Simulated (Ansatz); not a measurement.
**Gradients in TiO₂ at several cell volumes**

Reference cell: an entry of the Crystallography Open Database (COD) whose atoms were relaxed with PBE, the cell held.

Space group Pbca (No. 61); a = 5.1450, b = 9.1850, c = 5.4470 Å.

```csv
site,Wyckoff,site symmetry,x,y,z
Ti,8c,1,0.1386,0.1290,0.9056
O9,8c,1,0.4646,0.2299,0.8912
O17,8c,1,0.8160,0.0098,0.8506
```

One atom of each set is listed.

Method: Kohn–Sham DFT in Ansatz, PBE, plane waves and PAW, scalar-relativistic, 420 eV cutoff, Γ-centred 5×3×5 k-points, Fermi–Dirac smearing 0.02 eV.

The cell is scaled uniformly, and the ions relax again at each size.

Problem. How do the gradients (10²¹ V/m²) respond?

Solution. 

| V/V₀ | Ti V_zz (η) | O9 V_zz (η) | O17 V_zz (η) |
| --- | --- | --- | --- |
| 0.94 | 2.02 (0.48) | -2.17 (0.86) | -1.82 (0.98) |
| 0.96 | 2.00 (0.60) | -2.24 (0.86) | 1.86 (0.96) |
| 0.98 | 1.96 (0.75) | -2.31 (0.85) | 1.93 (0.91) |
| 1.00 | 1.96 (0.85) | -2.39 (0.84) | 1.99 (0.86) |
| 1.02 | 2.04 (0.98) | -2.49 (0.82) | 2.06 (0.85) |
| 1.04 | -2.22 (0.97) | -2.58 (0.78) | 2.12 (0.86) |
| 1.06 | -2.44 (0.97) | -2.67 (0.73) | 2.15 (0.90) |

Logarithmic slopes d ln|V_zz|/d ln V over the series, for the sites that change steadily: O9 1.7. Point charges on a uniformly scaled lattice would give −1; atoms that shift within the cell as it changes, and charge that moves in the bonds, make the difference.

At this cell the principal stresses reach 5 GPa in size with PBE, which can matter for small gradients. On some sites the largest principal value moves to another axis along the series, and the sign of V_zz can flip with it.
